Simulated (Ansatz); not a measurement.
ZnNi3N:
```yaml
crystal:
  lattice:
    - [3.72430, 0.00000, 0.00000]
    - [0.00000, 3.72430, 0.00000]
    - [0.00000, 0.00000, 3.72430]
  atoms:
    - { symbol: Zn, position: [0.00000, 0.00000, 0.00000] }
    - { symbol: Ni, position: [0.00000, 0.50000, 0.50000] }
    - { symbol: Ni, position: [0.50000, 0.00000, 0.50000] }
    - { symbol: Ni, position: [0.50000, 0.50000, 0.00000] }
    - { symbol: N, position: [0.50000, 0.50000, 0.50000] }
```

Relaxed with r²SCAN. Special points in fractions of this cell's reciprocal vectors: Γ (0.000, 0.000, 0.000); X (0.000, 0.500, 0.000); M (0.500, 0.500, 0.000); R (0.500, 0.500, 0.500).

List the band energies nearest the Fermi level at these points for plane-wave PAW r²SCAN (Ansatz code).

In eV from the Fermi level; about four levels below and three above (degenerate sets whole), none deeper than 8.9 eV; points with the same levels are listed once.

```
k                          below                above
-  -----------------------------  -------------------
Γ        -0.77 -0.77 -0.77 -0.45  1.79 3.92 3.92 3.92
X        -1.04 -0.77 -0.60 -0.60  2.08 2.57 5.49 5.49
M        -1.04 -0.38 -0.17 -0.17       0.14 4.43 4.43
R  -1.01 -1.01 -0.70 -0.70 -0.70       1.22 1.22 1.22
```

Space group Pm-3m (anti-perovskite). The workflow started from a Materials Project entry (that database holds measured and hypothetical structures alike); the Crystallography Open Database copy checked does not list it. Whether it is the stable phase at ambient conditions was not checked. Symmetry was held in the r²SCAN relaxation; its stability against distortions is not shown here. No spin polarisation was allowed. With an odd number of electrons in the cell and no spin polarisation, the count alone makes it a metal.

Potentials: the later of the program's two PAW sets.
